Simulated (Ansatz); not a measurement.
Notes on YbTiGe

```
Ge Yb Ti
1.0
     4.16039    0.00000    0.00000
    -2.08019    3.60300    0.00000
     0.00000    0.00000    7.21778
Ge Yb Ti
2 2 2
Direct
  0.33330 0.66670 0.75000
  0.66660 0.33330 0.25000
  0.00000 0.00000 0.00000
  0.00000 0.00000 0.50000
  0.33330 0.66670 0.25000
  0.66660 0.33330 0.75000
```

Level: a composed functional ({exchange: {pbe: {weight: 1.0, kappa: 0.603, mu: 0.2522}}, correlation: pbesol}), no spin polarisation; 420 eV; 5×5×3 Γ-centred mesh; fermi-dirac occupations (width 0.1 eV); Ansatz 0.2.0, fixed geometry.

(1) Are the atoms at rest?

(2) How is the charge shared?

(3) What does the stress say?

(4) What happens at the Fermi level?

(5) Describe some of the short contacts.

Origin: a known structure type with other elements, at an estimated volume, so it need not be a known compound. Caveats: no spin polarisation, so a magnetic state may lie lower; the k mesh is coarse if the cell is a metal; forces of this functional can be a tenth off on these datasets; atoms or cell far from equilibrium; f levels without a U or exact exchange are poorly placed.

## Answers

(1) Nearly at rest: the largest force is 0.004 eV/Å.

(2) Bader charges in e: Yb +0.97, Ti +0.68, Ge -1.65. In the mean Yb gives up most and Ge takes most.

(3) The pressure is 19.7 GPa (compression positive), so with the atoms held at these fractions the cell would first expand. The principal stresses 5.5, 26.8, 26.8 GPa differ, so its shape would change too.

(4) It is a metal, with about 9.2 states/eV a cell as the mean within 0.25 eV of the Fermi level, mostly Ti d (57 %), Yb d (19 %) and Yb f (15 %).

(5) Ge–Ti at 2.40 Å: least valence density 0.43 e/Å³ and ELF 0.28 there. Yb–Ge at 3.00 Å: least valence density 0.20 e/Å³ and ELF 0.16 there. Yb–Ti at 3.00 Å: least valence density 0.16 e/Å³ and ELF 0.13 there. These are pseudo-fields; inside the PAW spheres they differ from the all-electron ones.
